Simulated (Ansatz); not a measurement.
CdSe (wurtzite)

```xyz
4
Lattice="4.3827 0.0000 0.0000 -2.1914 3.7955 0.0000 0.0000 0.0000 7.1545" Properties=species:S:1:pos:R:3 pbc="T T T"
Cd     2.1914     1.2652     0.0034
Cd     0.0000     2.5304     3.5806
Se     2.1914     1.2652     4.4696
Se     0.0000     2.5304     0.8924
```

Scan: atom 2 (Cd, nearest neighbour Se at 2.682 Å; its periodic images, 4.4 Å or more away, move with it) is displaced towards the nearest neighbour, direction (0.817, -0.472, 0.331) in Cartesian axes, by s. The other atoms stay.

These are PBE (plane waves to 420 eV, PAW, scalar-relativistic; Ansatz, a program for electronic structure) values and carry that method's errors. k mesh 7×7×4 (Γ-centred), Fermi-Dirac smearing 0.05 eV. Energies are smeared free energies. CdSe was relaxed with its symmetry unable to fall. The zero of ΔE is the undisplaced structure.

The scan covers s from -0.270 to 0.270 Å in 11 points.

**Question.** Is the energy the same for displacements of ±0.270 Å, and if not, which side lies higher?

**Answer.** Not even: the positive side lies higher at ±0.270 Å. With its periodic images moving along, the atom's site symmetry in this cell is 3m..

**Question.** What force acts on the atom along the line at s = -0.270 Å?

**Answer.** 0.654 eV/Å.

**Question.** What is the energy change at s = 0.270 Å?

**Answer.** 221.5 meV/cell.

**Question.** What is the force constant k = d²E/ds² of this move at s = 0?

**Answer.** 4.14 eV/Å².

(A displaced cell: forces are minus the slopes of the energy, force constants its curvatures, and phonons follow from these.)
